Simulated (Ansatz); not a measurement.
ScRhN2:
```
ScRhN2
1.0
    1.62527     0.93835     5.86753
   -1.62527     0.93835     5.86753
    0.00000    -1.87670     5.86753
Sc Rh N
1 1 2
Direct
  0.50000   0.50000   0.50000
  0.00000   0.00000   0.00000
  0.89600   0.89600   0.89600
  0.10400   0.10400   0.10400
```
The run is spin-polarised; directions of the spins, atom by atom: 0 ↑ 0 0.

Relaxed with r²SCAN. Special points in fractions of this cell's reciprocal vectors: Γ (0.000, 0.000, 0.000); T (0.500, 0.500, 0.500); H2 (0.816, 0.184, 0.500); H0 (0.500, -0.184, 0.184); L (0.500, 0.000, 0.000); S0 (0.342, -0.342, 0.000); S2 (0.658, 0.000, 0.342); F (0.500, 0.000, 0.500).

List the band energies nearest the Fermi level at these points for r²SCAN (plane waves, PAW; program Ansatz).

In eV from the Fermi level; about four levels below and three above (degenerate sets whole), none deeper than 8.9 eV; points with the same levels are listed once.

| k | below | above |
|---|---|---|
| Γ ↑ | -0.97 -0.97 -0.94 -0.94 | 3.75 3.75 4.08 |
| T ↑ | -3.25 -3.25 -2.24 -2.24 | 1.14 1.14 3.67 3.67 |
| H2 ↑ | -2.36 -1.95 -1.70 -0.54 | 0.08 1.60 3.87 |
| L ↑ | -3.23 -2.87 -2.53 -0.94 | 0.07 0.47 1.83 |
| S0 ↑ | -2.30 -1.92 -1.71 -0.60 | 0.12 1.61 3.85 |
| F ↑ | -1.82 -1.12 -0.94 -0.42 | 1.29 3.87 4.30 |
| Γ ↓ | -0.57 -0.57 -0.07 -0.07 | 3.89 3.89 4.18 |
| T ↓ | -2.88 -2.88 -1.83 -1.83 | 1.94 1.94 3.80 3.80 |
| H2 ↓ | -3.07 -2.22 -1.55 -1.28 | 0.32 0.86 1.81 |
| L ↓ | -2.91 -2.50 -2.42 -0.47 | 0.89 1.30 2.08 |
| S0 ↓ | -3.14 -2.16 -1.51 -1.30 | 0.26 0.93 1.81 |
| F ↓ | -1.70 -1.50 -0.47 -0.35 | 0.43 1.61 4.03 |

Space group R-3m. The start of the workflow was typed in or built on a structure type; neither database checked (COD, Materials Project) lists it. Its standing as an ambient phase is unchecked. Symmetry was held in the r²SCAN relaxation; its stability against distortions is not shown here. Magnetic state: ferromagnetic, the only order run, not a proven ground state. Other orbital occupations within this spin state were not tried. No Hubbard U is applied. Scalar-relativistic: spin–orbit coupling is off unless named, which matters more the heavier the elements.

Potentials: the later of the program's two PAW sets.
